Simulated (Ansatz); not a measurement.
The relaxed structure here is a generated cell of Nb: the first start was made by a random draw of sites in a space group, and the end was not matched to a known phase here, so it may be hypothetical. Known forms of Nb include space group No. 229.

A relaxed cell of Nb (P6₃/mmc (No. 194)), relaxed on a k-mesh at least as fine as the one used below. Method: r2SCAN (plane waves to 500 eV, PAW, scalar-relativistic; Ansatz, a program for electronic structure). Γ-centred k-mesh 13×7×6 on the run's cell (coarser than for final values), Fermi–Dirac smearing 0.05 eV.

```
Nb
1.0
    2.85856     0.00000     0.00000
   -2.85856     4.95118     0.00000
    0.00000     0.00000     5.24578
Nb
4
Cartesian
  0.00000   1.65039   3.93433
 -1.42928   4.12598   3.93433
  1.42928   0.82520   1.31144
  0.00000   3.30078   1.31144
```

Every atom was then displaced, and the forces became (eV/Å):

```tsv
atom	Fx	Fy	Fz
Nb1	-0.10	0.04	-0.98
Nb2	0.12	-0.03	0.06
Nb3	0.08	0.83	0.91
Nb4	-0.10	-0.83	0.02
```

Question: Which atom was moved farthest relative to the others, and in which direction?

Answer: Nb1, by (0.19, -0.06, 0.12) Å (0.23 Å, mean shift removed); the next is Nb4 with 0.16 Å. Its force makes an angle of 128° with its move.

All displacements (Å):

| atom | ux | uy | uz |
|---|---|---|---|
| Nb1 | 0.169 | -0.040 | 0.155 |
| Nb2 | -0.100 | -0.039 | -0.022 |
| Nb3 | -0.023 | 0.010 | 0.001 |
| Nb4 | -0.119 | 0.146 | 0.014 |

Question: Estimate the energy cost of the displacement in the harmonic approximation and compare with the calculation.

Answer: For a harmonic well ΔE = −½ Σ F·u = 0.142 eV a cell, or 36 meV/atom. The calculated energy relative to the undisplaced cell is +0.04 eV/atom, so the harmonic estimate holds well.

The undisplaced cell is probably no minimum: from this displacement the run went on to Im-3m (No. 229), 0.31 eV/atom below it.

No spin polarisation in the result.
